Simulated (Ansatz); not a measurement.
Starting cell, RuB2 (space group Pmmn):

```
CELL_PARAMETERS angstrom
      2.83048     0.00000     0.00000
      0.00000     4.59779     0.00000
      0.00000     0.00000     4.00003
ATOMIC_POSITIONS crystal
  B  0.00000 0.80416 0.36289
  B  0.00000 0.19584 0.36289
  B  0.50000 0.69584 0.63711
  B  0.50000 0.30416 0.63711
  Ru 0.00000 0.00000 0.84890
  Ru 0.50000 0.50000 0.15110
```

A phonon eigenvector at Γ is frozen into this cell: atom i moves by Q times the vector below, so Q is the largest atomic displacement, in Å. The cell is held.

| atom | x | y | z |
|---|---|---|---|
| B1 | 0.000 | 0.739 | 0.674 |
| B2 | 0.000 | -0.739 | 0.674 |
| B3 | 0.000 | -0.739 | -0.674 |
| B4 | 0.000 | 0.739 | -0.674 |
| Ru5 | 0.000 | 0.000 | -0.025 |
| Ru6 | 0.000 | 0.000 | 0.025 |

Calculation: LDA (plane waves to 420 eV, PAW, scalar-relativistic; Ansatz, a program for electronic structure). k mesh 16×10×12 (Γ-centred), Fermi-Dirac smearing 0.05 eV. E stands for the smeared free energy. With partly filled bands, energies and forces of such displacements shift with the k mesh and the smearing. RuB2 is run without spin polarisation. RuB2 was relaxed with its symmetry unable to fall. The zero of ΔE is the undisplaced structure.

Give the computed ΔE (meV/cell) at Q (Å) = -0.180, -0.120, -0.060, -0.030, 0.030, 0.060, 0.120, 0.180.


| Q (Å) | ΔE (meV/cell) |
|---|---|
| -0.180 | 1193 |
| -0.120 | 540 |
| -0.060 | 140 |
| -0.030 | 36 |
| 0.030 | 38 |
| 0.060 | 156 |
| 0.120 | 673 |
| 0.180 | 1659 |

(A displaced cell: forces are minus the slopes of the energy, force constants its curvatures, and phonons follow from these.)
